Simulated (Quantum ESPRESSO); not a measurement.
Si3BNC3, convergence and cost over cutoff and k mesh

Simulated, not a measurement. The program is pw.x of Quantum ESPRESSO 7.5 (plane-wave density functional theory). The cell is made up: 8 atoms on a wurtzite lattice, with randomly drawn elements, strain and displacements, not relaxed. PseudoDojo standard norm-conserving files (v0.5 for PBE, v0.4.1 for LDA and PBEsol) set the functional; there is no spin polarisation, spin-orbit coupling or dispersion term, and the masses in the input are unused placeholders.

Input of the run in row 2:

```
&control calculation='scf', pseudo_dir='./dojo.nc.sr.pbe.v0_5.standard.upf', outdir='./o', disk_io='medium', tprnfor=.true., tstress=.true. /
&system ibrav=0, nat=8, ntyp=4, nbnd=22, ecutwfc=84.00895049, nosym=.true., tot_charge=0,
 occupations='smearing', smearing='fd', degauss=0.0018374661
/
&electrons conv_thr=7.350e-09, electron_maxstep=60, /
ATOMIC_SPECIES
B 1.0 B.upf
C 1.0 C.upf
N 1.0 N.upf
Si 1.0 Si.upf
CELL_PARAMETERS angstrom
3.1299 0.0051 0.0095
0.0088 5.3702 0.0311
0.0155 0.0294 5.2162
ATOMIC_POSITIONS angstrom
Si 0.017 0.1146 0.1395
Si 1.5482 2.7439 -0.0323
B 1.5965 0.8916 2.5201
Si 0.1918 3.5639 2.5313
N -0.0724 0.1283 2.0037
C 1.6634 2.7322 1.8591
C 1.6561 1.0523 4.6398
C 0.0104 3.5748 4.4463
K_POINTS automatic
6 4 4 1 1 1
```

The same cell was run at these settings. Meshes are shifted by half a step, and differences are from the last row, which is itself not exact.

| cutoff (eV) | k mesh | k points solved | threshold (eV) | free energy less the last row's (eV) | pressure (GPa) | largest stress difference (GPa) | largest force difference (eV/Å) | iterations | wall time (s) | k-point pools | processor |
| --- | --- | --- | --- | --- | --- | --- | --- | --- | --- | --- | --- |
| 800 | 2 x 2 x 2 | 4 | 1e-04 | -0.787 | -25.02 | 8.62 | 0.410 | 9 | 12 | 1 | AMD EPYC, Zen 5 class |
| 1143 | 6 x 4 x 4 | 48 | 1e-07 | -0.003 | -21.59 | 0.08 | 0.004 | 13 | 163 | 1 | AMD EPYC, Zen 5 class |
| 1437 | 8 x 6 x 6 | 144 | 1e-07 | 0.000 | -21.57 | 0.00 | 0.000 | 13 | 824 | 1 | AMD EPYC, Zen 5 class |

Each pool is one process. Wall times include start-up and a band step at six k points, which weighs most on the coarsest meshes. The runs were on shared virtual cores whose load varied, so times are rough.